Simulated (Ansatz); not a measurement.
Here is the system:

Starting cell, NiO (rock salt):

```xyz
2
Lattice="0.0000 2.0953 2.0953 2.0953 0.0000 2.0953 2.0953 2.0953 0.0000" Properties=species:S:1:pos:R:3 pbc="T T T"
O      0.0000     0.0000     0.0000
Ni     2.0953     2.0953     2.0953
```

In each cell atom 2 (Ni, nearest neighbour O at 2.095 Å; its periodic images, 3.0 Å or more away, move with it) moves by s·(0.000, 0.000, 1.000) (along Cartesian z), the rest being held.

The numbers are results of r2SCAN (plane waves to 500 eV, PAW, scalar-relativistic; Ansatz, a quantum-chemistry and plane-wave program), not measurements. k mesh 11×11×11 (Γ-centred), Fermi-Dirac smearing 0.05 eV. The energy includes the smearing's −TS. As the smearing reaches across the gap at some points, energies and forces of such displacements shift with the k mesh and the smearing. NiO is run spin-polarised and with no Hubbard U; the real compound is an antiferromagnetic insulator, a state that this run doesn't describe. NiO was relaxed with its symmetry unable to fall. Relaxed NiO ends ferromagnetic. The PAW data are Ansatz's earlier set. The magnetic order is the one the run started from; other orders were not tried. ΔE is measured from the undisplaced structure.

The scan covers s from -0.630 to 0.630 Å in 11 points.

Problem. Is the energy the same for equal positive and negative displacements?

Solution. Even: the same for both signs. With its periodic images moving along, the atom's site symmetry in this cell is m-3m.

Problem. What is the energy change at s = 0.630 Å?

Solution. 3186 meV/cell.

Problem. What force acts on the atom along the line at s = -0.630 Å?

Solution. 16.5 eV/Å.

(For displaced atoms, the force is minus the slope of the energy, and its curvature is a force constant, which sets phonon frequencies.)
